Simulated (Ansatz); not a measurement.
Input and output for hcp Ru (10-10), 6 layers: DFT, r2SCAN, PAW with Ansatz's default frozen-core files, scalar-relativistic (Ansatz 0.2.0). This run: core holes in 3d of Ru.

The slab is cut from a bulk crystal relaxed on PAW files (its atoms may have been relaxed since).

Command: `ansatz run input.yaml --threads 2 --pin off --max-ram 4096MiB --backend cpu --events-out ev --progress --plain --runs-dir out` It took 3.1 min on 2 threads of Arm Neoverse V2, with other jobs on the host, peak memory 1.1 GiB.

```yaml
crystal:
  lattice:
    - [2.7033707468, 0.0, 0.0]
    - [0.0, 4.2640821151, 0.0]
    - [0.0, 0.0, 21.4628]
  atoms:
    - { symbol: Ru, position: [0.75, 0.75, 0.3788933613] }
    - { symbol: Ru, position: [0.25, 0.25, 0.4087990301] }
    - { symbol: Ru, position: [0.25, 0.75, 0.4829460471] }
    - { symbol: Ru, position: [0.75, 0.25, 0.5170539532] }
    - { symbol: Ru, position: [0.75, 0.75, 0.5912009697] }
    - { symbol: Ru, position: [0.25, 0.25, 0.6211066385] }
kpoints:
  mp_grid: { grid: [12, 8, 1] }
scf:
  occupations: { method: fermi_dirac, width: 0.08 }
hamiltonian:
  xc: r2scan
  pseudopotentials: { kind: paw }
output:
  forces: true
  stress: true
  eigenvalues: true
  core_levels:
    shells: { Ru: ["3d"] }
    counted_from: fermi_level
    add_spin: false
```

Output:

```
Engine: ansatz 0.2.0
Pseudopotentials: kind: paw
Pseudopotential: Ru, paw, valence charge 16, recommended cutoff 500 eV (meta_gga), Ru.paw.azcp
Functional definition: r2SCAN
  parameter k0 = 0.174
  parameter k1 = 0.065
  parameter a1 = 4.9479
  exchange = r2scan_x(k0 = k0, k1 = k1, a1 = a1)
  correlation = r2scan_c
Crystal: 6 atoms, lattice volume = 247.410 Å³
Basis set: ecut = 500 eV, 6269 PW (Γ), exchange–correlation on 80×128×640 points (64 copies of the dense FFT grid, shifted against one another)
Bands: 58, of which v1, the nominal top of the filled ones, is band 48 counted from 1 (47 counted from 0)
Symmetry: 8 space group operations
Space group: Pmmn (ITA 59), of the structure as read, at distance tolerance 6.3e-5 Å
k-points: 35 of 96
Non-local potential: Ru, projectors of the file, l = 0: 3, l = 1: 2, l = 2: 2, l = 3: 1
PAW form: soft (Blöchl's): semilocal exchange-correlation on the pseudo side does not see the compensation charge
PAW frozen core: Ru, regenerated for the run's functional (the file was generated under x = pbe(κ = 0.804, μ = 0.2195149727645171), c = pbe(β = 0.06672455060314922))
PAW one-centre angular grid: Ru, 590 points (default); XC on 160 Gauss nodes
Initial density: superposition of atomic densities (neutral atoms: chi_scale 0, normalization atom), corrected by the library's trained network
Initial wavefunctions: pseudopotential atomic-orbital guess
Functional: x = r2scan, c = r2scan; τ floored in thin density (d = 2e-4 eV/Å³)
SCF iter   1: F=—  HF=-35339.704466 eV  |F-HF|=—  |Δ(HF+E_count)|=         —  Δρ=8.10e-3  dr2=9.16e-2  dr2_τ=5.34e-2  ethr=1.77e-3  ⟨swp⟩=8.6  Hψ=8727  notcnv=0
preconditioner: auto → LDOS  [metal: Δε(μ)=0.008 eV  Ē_g=4.712 eV  σ=0.080 eV  W_gap=0.02  n_scr=42 (ndim 8)  ℏωp=16.4 eV  f_vac=0.604  D(μ)=7.70/eV (n_scr^D=48)  β→1.0]
SCF iter   2: F=—  HF=-35339.791673 eV  |F-HF|=—  |Δ(HF+E_count)|=   8.72e-2  Δρ=4.56e-3  dr2=6.29e-2  dr2_τ=3.89e-3  ethr=9.54e-5  ⟨swp⟩=3.1  Hψ=5058  notcnv=0
SCF iter   3: F=—  HF=-35339.777540 eV  |F-HF|=—  |Δ(HF+E_count)|=   1.41e-2  Δρ=1.27e-3  dr2=8.56e-3  dr2_τ=4.97e-4  ethr=6.56e-5  ⟨swp⟩=3.0  Hψ=4201  notcnv=0
SCF iter   4: F=—  HF=-35339.776987 eV  |F-HF|=—  |Δ(HF+E_count)|=   5.53e-4  Δρ=3.70e-4  dr2=3.24e-4  dr2_τ=5.18e-5  ethr=8.91e-6  ⟨swp⟩=2.5  Hψ=3265  notcnv=0
SCF iter   5: F=—  HF=-35339.777045 eV  |F-HF|=—  |Δ(HF+E_count)|=   5.85e-5  Δρ=8.61e-5  dr2=1.29e-4  dr2_τ=2.58e-6  ethr=3.38e-7  ⟨swp⟩=2.8  Hψ=4093  notcnv=0
SCF iter   6: F=—  HF=-35339.777046 eV  |F-HF|=—  |Δ(HF+E_count)|=   1.02e-6  Δρ=3.89e-5  dr2=4.54e-6  dr2_τ=4.91e-7  ethr=1.34e-7  ⟨swp⟩=2.1  Hψ=2633  notcnv=0
SCF iter   7: F=—  HF=-35339.777039 eV  |F-HF|=—  |Δ(HF+E_count)|=   6.99e-6  Δρ=1.50e-5  dr2=1.22e-6  dr2_τ=3.84e-8  ethr=4.73e-9  ⟨swp⟩=3.3  Hψ=4474  notcnv=0
SCF iter   8: F=—  HF=-35339.777039 eV  |F-HF|=—  |Δ(HF+E_count)|=   1.56e-7  Δρ=5.36e-6  dr2=1.38e-7  dr2_τ=1.86e-8  ethr=1.27e-9  ⟨swp⟩=2.1  Hψ=2788  notcnv=0
SCF iter   9: F=-35339.777040 eV  HF=-35339.777040 eV  |F-HF|=3.37e-9  |Δ(HF+E_count)|=   6.22e-8  Δρ=1.24e-6  dr2=6.48e-9  dr2_τ=2.79e-10  ethr=1.04e-10  ⟨swp⟩=7.8  Hψ=9014  notcnv=0
SCF 1 converged in 9 iterations: F = -35339.777040 eV  dr2 = 6.48e-9
  greatest PAW one-centre occupation: 0.997 electrons in one spin orbital (limit 2), on the Ru atom at site 5 (counted from 0), in its partial waves of l = 1
── core hole 1/3: 3d of Ru 0 ──
── 3d of Ru 0: 281.529 eV over the cell without the hole, in 10 iterations ──
── core hole 2/3: 3d of Ru 1 ──
── 3d of Ru 1: 281.812 eV over the cell without the hole, in 11 iterations ──
── core hole 3/3: 3d of Ru 2 ──
── 3d of Ru 2: 282.214 eV over the cell without the hole, in 11 iterations ──
SCF converged after 9 iterations
Free energy (F): -35339.777040 eV
Harris-Foulkes:  -35339.777040 eV  (|F-HF|=3.37e-9)
Internal energy: -35339.615501 eV  (E = F + TS)
E sigma→0 (E₀):  -35339.696270 eV
Entropy (-TS):   -0.161538 eV (-26.923 meV/atom)
Fermi energy:    4.533676 eV
--- Per-component energies (eV) ---
  E_band       = -2208.040990
  E_kinetic    = 3083.497631
  E_local      = -130445.954305  (includes V_loc(G=0)·N_el)
  E_nonlocal   = 2062.930863
  E_hartree    = 62973.610010
  E_xc         = -1100.348305
  E_vxc        = -1594.347619  (∫ρ·V_xc dr)
  E_paw        = -20875.656995  (= ΣΔE_a)
  E_vpaw       = -1374.097151  (= ΣTr[D̂ρ^β])
  E_aug_tail   = 0.000535  (compensation charges beyond the density's cutoff)
  E_vtau       = 112.706452  (kinetic-family band-sum trace: ∫τ·v_τ [+ j·A + Jᵃ·Aᵃ] dr)
  E_ewald      = 48964.170798
  E_core_change = -1.865734  (= ΣΔE_core)
  E_smearing   = -0.161538  (= −TS)
  E_closure    = -0.000000  (closes the sum)
  Σ components = -35339.777040   (vs F -35339.777040, Δ=0.00e0)
--- Forces (eV/Å), atoms counted from 1 ---
  atom   1  Ru     0.00000000     0.00000000    -0.00052785
  atom   2  Ru     0.00000000     0.00000000    -0.00039217
  atom   3  Ru    -0.00000000     0.00000000     0.00061684
  atom   4  Ru     0.00000000    -0.00000000    -0.00061684
  atom   5  Ru    -0.00000000    -0.00000000     0.00039217
  atom   6  Ru    -0.00000000    -0.00000000     0.00052785
  max |Σ_I F_I| component: 0.00e0 eV/Å
--- Stress (GPa, compression-positive) ---
       -2.739740       0.000000       0.000000
        0.000000      -1.668816       0.000000
        0.000000       0.000000       0.002233
  P = ⅓ Tr σ = -1.4688 GPa (-14.688 kbar)
--- Band table (eV; the first three rows and the last of 35) ---
  k-point 0: bands = ["-70.9275", "-70.7521", "-70.5147", "-70.5009", "-70.2211", "-70.2185", "-40.5978", "-40.3072", "-40.1938", "-40.1567", "-40.0587", "-39.9224", "-39.6588", "-39.6426", "-39.5770", "-39.5546", "-39.4590", "-39.4359", "-39.3476", "-39.3296", "-39.1177", "-39.1149", "-39.1065", "-39.0966", "-3.1477", "-1.8635", "-1.6380", "-1.3535", "-1.2883", "-0.9690", "-0.7703", "0.8481", "1.3385", "1.3794", "1.5633", "2.0821", "2.1101", "2.2931", "2.3245", "2.6460", "2.7077", "2.7438", "2.8356", "3.0971", "3.1067", "3.5300", "3.6371", "3.7565", "3.9321", "4.0068", "4.5564", "4.6382", "5.8530", "5.8867", "6.0875", "6.7635", "6.7895", "6.7930"]
  k-point 1: bands = ["-70.9204", "-70.7581", "-70.5111", "-70.4978", "-70.2253", "-70.2226", "-40.5666", "-40.3272", "-40.2437", "-40.0890", "-39.9984", "-39.9117", "-39.7059", "-39.6527", "-39.5692", "-39.5503", "-39.4504", "-39.4277", "-39.3525", "-39.3291", "-39.1448", "-39.1426", "-39.1160", "-39.1059", "-2.9766", "-1.7883", "-1.6241", "-1.5317", "-1.2322", "-0.8305", "-0.3729", "0.8661", "1.1941", "1.4638", "1.5460", "1.8937", "1.9689", "2.0857", "2.1324", "2.3433", "2.7142", "2.8176", "2.9242", "2.9374", "2.9470", "3.7294", "3.9586", "4.0244", "4.1538", "4.4905", "4.5597", "4.6513", "5.7572", "5.8408", "6.0604", "6.6200", "6.6477", "6.6563"]
  k-point 2: bands = ["-70.9005", "-70.7757", "-70.5013", "-70.4901", "-70.2357", "-70.2332", "-40.4997", "-40.3178", "-40.2999", "-39.9942", "-39.8811", "-39.8741", "-39.7738", "-39.6822", "-39.6103", "-39.5414", "-39.4263", "-39.4061", "-39.3677", "-39.3269", "-39.2147", "-39.2108", "-39.1409", "-39.1310", "-2.5094", "-1.7991", "-1.5946", "-1.2451", "-1.0825", "-0.5823", "0.1768", "0.4204", "1.1046", "1.4039", "1.5332", "1.5533", "1.7210", "1.9671", "2.0044", "2.2033", "2.4730", "2.7800", "2.8147", "2.9796", "3.4894", "3.9691", "4.1191", "4.1525", "4.3223", "4.5552", "5.1339", "5.2920", "5.2983", "5.7725", "5.7967", "5.9435", "6.3072", "6.3227"]
  k-point 34: bands = ["-70.7711", "-70.7711", "-70.4258", "-70.4258", "-70.1944", "-70.1944", "-40.5878", "-40.5878", "-40.3335", "-40.3335", "-40.1180", "-40.1180", "-39.8319", "-39.8319", "-39.7665", "-39.7665", "-39.5380", "-39.5380", "-39.3676", "-39.3676", "-39.3653", "-39.3653", "-39.2405", "-39.2405", "-1.6010", "-1.6010", "-1.3453", "-1.3453", "-0.7043", "-0.7043", "0.0282", "0.0282", "0.1474", "0.1474", "0.8981", "0.8981", "2.5113", "2.5113", "3.0506", "3.0506", "3.2297", "3.2297", "3.5765", "3.5765", "4.6111", "4.6111", "5.2276", "5.2276", "5.6664", "5.6664", "6.1416", "6.1416", "6.5157", "6.5157", "8.0147", "8.0147", "9.0530", "9.0530"]
--- Core levels from the Fermi level (as output.core_levels.counted_from types it; a hole's nearest image at 2.7 Å) ---
  the holes have no spin, as output.core_levels.add_spin types it
  atom         alike  shell      binding/eV   shift/eV difference/eV images/eV   SCF
  Ru 0             2     3d         281.529     +0.000       281.529         –    10
  Ru 1             2     3d         281.812     +0.283       281.812         –    11
  Ru 2             2     3d         282.214     +0.685       282.214         –    11
  the dataset of Ru with a 3d hole: scattering error 0.002 eV; free atom: scalar-relativistic, large and small components
  the two lines of Ru's 3d: 3d3/2 +2.497 eV and 3d5/2 -1.665 eV off its levels, 2 : 3 in strength
```

Next run (Rh in place of Ru in the outer layer), as changes to the input before:

```diff
   atoms:
-    - { symbol: Ru, position: [0.75, 0.75, 0.3788933613] }
+    - { symbol: Rh, position: [0.75, 0.75, 0.3788933613] }
   eigenvalues: true
-  core_levels:
-    shells: { Ru: ["3d"] }
-    counted_from: fermi_level
-    add_spin: false
+efield:
+  axis: 3
+  amplitude: 0
+  dipole_correction: true
```

Command: `ansatz run input.yaml --threads 2 --pin off --max-ram 4096MiB --backend cpu --events-out ev --progress --plain --runs-dir out` It took 38 s on 2 threads of Arm Neoverse V2, on a shared host, peak memory 1 GiB.

Results part of the output:

```
SCF 1 converged in 9 iterations: F = -35864.760280 eV  dr2 = 3.78e-8
  greatest PAW one-centre occupation: 1.000 electrons in one spin orbital (limit 2), on the Rh atom at site 0 (counted from 0), in its partial waves of l = 1
SCF converged after 9 iterations
Free energy (F): -35864.760280 eV
Harris-Foulkes:  -35864.760280 eV  (|F-HF|=9.07e-9)
Internal energy: -35864.610593 eV  (E = F + TS)
E sigma→0 (E₀):  -35864.685437 eV
Entropy (-TS):   -0.149688 eV (-24.948 meV/atom)
Fermi energy:    4.421723 eV
Dipole field:    D = 0.004398 V/Å  (p = 0.006014 e·Å, saw-weighted, corrected)
Work function:   Φ+ = 4.8615 eV   Φ− = 4.9559 eV
Levels:          The Fermi level and band energies are counted from a zero that moves with the ramp; work functions are not
--- Per-component energies (eV) ---
  E_band       = -2253.474899
  E_kinetic    = 3142.546851
[... lines left out ...]
  atom   3  Ru    -0.00000000     0.00000000     0.53509700
  atom   4  Ru     0.00000000    -0.00000000    -0.10724607
  atom   5  Ru     0.00000000     0.00000000    -0.33345630
  atom   6  Ru    -0.00000000     0.00000000     0.04622866
  max |Σ_I F_I| component: 6.87e-5 eV/Å
--- Stress (GPa, compression-positive) ---
       -2.794483       0.000000       0.000000
        0.000000      -0.629158      -0.000000
        0.000000      -0.000000      -0.254331
  P = ⅓ Tr σ = -1.2260 GPa (-12.260 kbar)
--- Band table (eV; the first three rows and the last of 35) ---
  k-point 0: bands = ["-76.3369", "-71.0451", "-70.8667", "-70.6586", "-70.5461", "-70.3416", "-43.5162", "-43.3513", "-43.3121", "-40.6946", "-40.4015", "-40.2653", "-40.2064", "-40.0359", "-39.8460", "-39.7590", "-39.7543", "-39.6400", "-39.6216", "-39.5901", "-39.4539", "-39.4427", "-39.2489", "-39.2219", "-3.2672", "-1.9827", "-1.7954", "-1.4996", "-1.4097", "-1.0828", "-0.9125", "0.6794", "1.1758", "1.2297", "1.3389", "1.7961", "1.9227", "1.9687", "2.1964", "2.4281", "2.5753", "2.5825", "2.6022", "2.7617", "2.9565", "3.0418", "3.5584", "3.5717", "3.7137", "3.8063", "4.2762", "4.4817", "5.4737", "5.7580", "5.8608", "6.2162", "6.6612", "6.6849", "7.1866"]
  k-point 1: bands = ["-76.3368", "-71.0383", "-70.8727", "-70.6556", "-70.5466", "-70.3453", "-43.5109", "-43.3520", "-43.3116", "-40.6682", "-40.4293", "-40.2462", "-40.1824", "-40.0254", "-39.8439", "-39.7672", "-39.7647", "-39.6468", "-39.6318", "-39.5821", "-39.4539", "-39.4436", "-39.2767", "-39.2307", "-3.0962", "-1.9083", "-1.7574", "-1.6838", "-1.3543", "-0.9876", "-0.4961", "0.7039", "1.0506", "1.3040", "1.3189", "1.6644", "1.7406", "1.9053", "1.9443", "2.1904", "2.3983", "2.5276", "2.6455", "2.7512", "2.7553", "3.4788", "3.7024", "3.7600", "3.9378", "4.2446", "4.3862", "4.5178", "5.4153", "5.6667", "5.8253", "6.0985", "6.5031", "6.5253", "6.6453"]
  k-point 2: bands = ["-76.3365", "-71.0191", "-70.8902", "-70.6479", "-70.5481", "-70.3548", "-43.4979", "-43.3539", "-43.3105", "-40.6086", "-40.4411", "-40.2832", "-40.0679", "-39.9957", "-39.8610", "-39.7944", "-39.7850", "-39.6791", "-39.6401", "-39.5607", "-39.4549", "-39.4458", "-39.3472", "-39.2539", "-2.6281", "-1.9249", "-1.7161", "-1.4040", "-1.2112", "-0.7528", "0.0500", "0.2916", "0.9410", "1.2067", "1.3561", "1.3873", "1.5888", "1.7170", "1.8496", "2.0068", "2.1176", "2.5323", "2.5716", "2.7274", "3.1674", "3.7613", "3.7664", "3.9758", "4.1721", "4.3117", "4.9260", "5.1359", "5.1598", "5.3608", "5.5102", "5.6836", "5.9581", "6.1527", "6.4973"]
  k-point 34: bands = ["-76.2965", "-70.9049", "-70.8747", "-70.5801", "-70.4936", "-70.3128", "-43.7313", "-43.4571", "-43.3043", "-40.7110", "-40.6736", "-40.4513", "-40.3391", "-40.0817", "-40.0476", "-39.9431", "-39.9244", "-39.8341", "-39.6979", "-39.6956", "-39.6141", "-39.4938", "-39.4845", "-39.3713", "-1.7172", "-1.7024", "-1.4794", "-1.4740", "-0.9020", "-0.8371", "-0.1744", "-0.0859", "-0.0273", "0.0240", "0.6905", "0.7728", "2.2343", "2.3640", "2.7809", "2.9109", "2.9876", "3.0423", "3.0616", "3.4573", "4.3241", "4.4913", "4.8671", "5.0912", "5.2910", "5.5219", "5.5344", "5.9427", "6.2076", "6.3472", "7.8077", "7.8858", "8.8043", "8.9545", "9.1626"]
```

Next run (Rh in place of Ru in the middle layer), as changes to the input before:

```diff
   atoms:
-    - { symbol: Rh, position: [0.75, 0.75, 0.3788933613] }
+    - { symbol: Ru, position: [0.75, 0.75, 0.3788933613] }
-    - { symbol: Ru, position: [0.25, 0.75, 0.4829460471] }
+    - { symbol: Rh, position: [0.25, 0.75, 0.4829460471] }
```

Command: `ansatz run input.yaml --threads 2 --pin off --max-ram 4096MiB --backend cpu --events-out ev --progress --plain --runs-dir out` It took 38 s on 2 threads of Arm Neoverse V2, with other jobs on the host, peak memory 1 GiB.

Results part of the output:

```
SCF 1 converged in 9 iterations: F = -35864.184860 eV  dr2 = 4.89e-8
  greatest PAW one-centre occupation: 1.000 electrons in one spin orbital (limit 2), on the Rh atom at site 2 (counted from 0), in its partial waves of l = 0
SCF converged after 9 iterations
Free energy (F): -35864.184860 eV
Harris-Foulkes:  -35864.184860 eV  (|F-HF|=1.63e-8)
Internal energy: -35864.012506 eV  (E = F + TS)
E sigma→0 (E₀):  -35864.098683 eV
Entropy (-TS):   -0.172354 eV (-28.726 meV/atom)
Fermi energy:    4.439295 eV
Dipole field:    D = 0.001577 V/Å  (p = 0.002156 e·Å, saw-weighted, corrected)
Work function:   Φ+ = 4.8823 eV   Φ− = 4.9162 eV
Levels:          The Fermi level and band energies are counted from a zero that moves with the ramp; work functions are not
--- Per-component energies (eV) ---
  E_band       = -2254.496714
  E_kinetic    = 3142.674168
[... lines left out ...]
  atom   3  Rh    -0.00000000     0.00000000     0.24766610
  atom   4  Ru    -0.00000000    -0.00000000     0.00544815
  atom   5  Ru    -0.00000000     0.00000000     0.14819886
  atom   6  Ru     0.00000000     0.00000000    -0.11832352
  max |Σ_I F_I| component: 8.53e-5 eV/Å
--- Stress (GPa, compression-positive) ---
       -2.763078       0.000000       0.000000
        0.000000      -1.212807       0.000000
        0.000000       0.000000       0.445747
  P = ⅓ Tr σ = -1.1767 GPa (-11.767 kbar)
--- Band table (eV; the first three rows and the last of 35) ---
  k-point 0: bands = ["-77.0375", "-70.9461", "-70.6630", "-70.5880", "-70.3413", "-70.3148", "-44.1853", "-44.1608", "-43.9098", "-40.4071", "-40.3365", "-40.2209", "-40.0184", "-39.8882", "-39.8066", "-39.6859", "-39.5994", "-39.5379", "-39.5365", "-39.4456", "-39.2497", "-39.2289", "-39.2126", "-39.2016", "-3.3043", "-2.0445", "-1.7708", "-1.5131", "-1.4246", "-1.1665", "-0.8874", "0.7047", "0.9911", "1.0858", "1.3127", "1.6809", "1.9384", "1.9644", "2.1789", "2.2508", "2.3974", "2.5350", "2.6083", "2.9587", "3.0067", "3.4212", "3.4624", "3.5623", "3.7775", "3.9070", "4.4551", "4.4582", "5.3226", "5.4332", "5.7770", "6.5582", "6.6481", "6.6865", "7.1981"]
  k-point 1: bands = ["-77.0374", "-70.9453", "-70.6604", "-70.5836", "-70.3450", "-70.3194", "-44.1818", "-44.1614", "-43.9094", "-40.4184", "-40.2987", "-40.1936", "-40.0372", "-39.8878", "-39.7870", "-39.6897", "-39.5921", "-39.5410", "-39.5268", "-39.4480", "-39.2776", "-39.2375", "-39.2263", "-39.2229", "-3.1363", "-1.9719", "-1.7874", "-1.6624", "-1.3742", "-0.9611", "-0.5627", "0.7364", "0.9045", "1.0926", "1.2816", "1.5832", "1.6047", "1.8369", "1.9911", "2.2120", "2.4660", "2.5580", "2.7251", "2.7671", "2.8091", "3.3773", "3.7741", "3.9119", "4.0084", "4.3553", "4.3874", "4.5284", "5.2670", "5.3688", "5.7593", "6.4296", "6.4804", "6.5478", "6.6405"]
  k-point 2: bands = ["-77.0372", "-70.9435", "-70.6538", "-70.5723", "-70.3542", "-70.3312", "-44.1742", "-44.1622", "-43.9085", "-40.4227", "-40.2397", "-40.1248", "-40.0416", "-39.8868", "-39.7647", "-39.7022", "-39.5727", "-39.5443", "-39.5000", "-39.4548", "-39.3496", "-39.2913", "-39.2605", "-39.2510", "-2.6791", "-1.9545", "-1.7804", "-1.3884", "-1.2329", "-0.7004", "-0.0556", "0.2174", "0.9239", "1.1861", "1.2202", "1.2836", "1.3909", "1.6422", "1.8239", "1.9978", "2.3539", "2.6025", "2.6550", "2.8316", "3.2064", "3.6752", "3.8760", "3.9488", "4.2032", "4.3227", "4.9351", "4.9735", "5.0508", "5.3156", "5.6301", "5.6800", "6.1010", "6.2261", "6.4289"]
  k-point 34: bands = ["-76.9979", "-70.8758", "-70.5847", "-70.4978", "-70.3118", "-70.2906", "-44.3200", "-44.1306", "-44.1168", "-40.4566", "-40.4463", "-40.2691", "-40.2022", "-40.1859", "-40.1520", "-39.8744", "-39.6925", "-39.6521", "-39.4991", "-39.4896", "-39.4830", "-39.4610", "-39.3756", "-39.3178", "-1.8028", "-1.7801", "-1.5214", "-1.4925", "-0.8471", "-0.8094", "-0.3185", "-0.1089", "-0.0968", "0.0306", "0.7414", "0.8127", "2.0596", "2.3530", "2.8277", "2.8340", "2.9418", "3.1256", "3.4256", "3.4702", "4.0534", "4.5131", "4.8107", "4.8913", "5.1229", "5.3863", "6.0045", "6.0329", "6.3733", "6.3770", "7.6950", "7.8803", "8.7411", "8.8497", "8.8751"]
```

The PAW files were made under PBE.
